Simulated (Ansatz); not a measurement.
Relaxed ScAl3 (Cu3Au type):

```yaml
crystal:
  lattice:
    - [4.08581, 0.00000, 0.00000]
    - [0.00000, 4.08581, 0.00000]
    - [0.00000, 0.00000, 4.08581]
  atoms:
    - { symbol: Al, position: [0.00000, 0.50000, 0.50000] }
    - { symbol: Al, position: [0.50000, 0.50000, 0.00000] }
    - { symbol: Al, position: [0.50000, 0.00000, 0.50000] }
    - { symbol: Sc, position: [0.00000, 0.00000, 0.00000] }
```

In this cell atom 3 (Al, nearest neighbour Al at 2.889 Å; its periodic images, 4.1 Å or more away, move with it) is moved by s along Cartesian [110], unit vector (0.707, 0.707, 0.000); all other atoms and the cell stay fixed.

The numbers are results of r2SCAN (plane waves to 500 eV, PAW, scalar-relativistic; Ansatz, a quantum-chemistry and plane-wave program), not measurements. k mesh 9×9×9 (Γ-centred), Fermi-Dirac smearing 0.05 eV. Energies are smeared free energies. With partly filled bands, energies and forces of such displacements shift with the k mesh and the smearing. ScAl3 is run without spin polarisation. ScAl3 was relaxed with its symmetry unable to fall. ΔE is measured from the undisplaced structure. The last digit holds for this mesh only.

```csv
s (Å),ΔE (meV/cell)
-0.870,3136.0
-0.696,1768.5
-0.522,withheld
-0.348,375.3
-0.174,90.3
0.000,0.0
0.174,90.3
0.348,375.3
0.522,withheld
0.696,1768.5
0.870,3136.0
```

### Question
Fit an even polynomial form (powers 2, 4, 6) to the given rows and predict ΔE at s = 0.522.

### Answer
Least squares on the 9 given rows: ΔE = (2942)·s² + (1243)·s⁴ + (454.6)·s⁶, in meV/cell with s in Å; root-mean-square residual 0.04 meV/cell. At 0.522 the fit gives 903.1 meV/cell; the calculation gives 903.1 meV/cell, the same to the digits shown. The quadratic term alone would give 801.6 meV/cell.

(A displaced cell: forces are minus the slopes of the energy, force constants its curvatures, and phonons follow from these.)
